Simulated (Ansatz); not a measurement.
# Ionic part of the dielectric constant of Zn4Se3S, mode by mode

These are results of DFT PBE, scalar-relativistic, plane waves, PAW (Ansatz 0.2.0), not measurements. Cutoff 420 eV, 6×6×6 k-points (Γ-centred), fixed occupations. No spin polarisation. Phonons by linear response, acoustic sum rule imposed.

Space group P-43m (No. 215), cubic, a = 5.660 Å. Around Zn lie 1 S at 2.39 Å and 3 Se at 2.47 Å; around Se lie 4 Zn at 2.47 Å; S has 4 Zn at 2.39 Å.

The structure comes from a generated guess, relaxed at this level; another structure or a mixture of phases may lie lower.

The primitive cell has V = 181.32 Å³ and ε∞,zz = 7.002. Each polar mode adds Δε = (4.92064×10⁷/V)·S/ν² along z, with S its oscillator strength in e²/amu, ν in cm⁻¹ and V in Å³.

Problem. From these modes, find each Δε and ε0,zz.
```json
{"ν (cm⁻¹)": "193.30", "S_zz (e²/amu)": "0.1097"}
{"ν (cm⁻¹)": "199.41", "S_zz (e²/amu)": "0.2883"}
{"ν (cm⁻¹)": "268.50", "S_zz (e²/amu)": "0.1891"}
```

Solution.
```json
{"ν (cm⁻¹)": "193.30", "Δε": "0.80"}
{"ν (cm⁻¹)": "199.41", "Δε": "1.97"}
{"ν (cm⁻¹)": "268.50", "Δε": "0.71"}
```

The sum is 3.48, so ε0,zz = 10.48; the run's tensor has 10.48.

Problem. Where do the longitudinal modes lie for a wave vector along z?

Solution. At 194.79, 225.14, 288.70 cm⁻¹. The Lyddane–Sachs–Teller product Π(ν_LO/ν_TO)² = 1.50 agrees with ε0/ε∞ = 1.50.
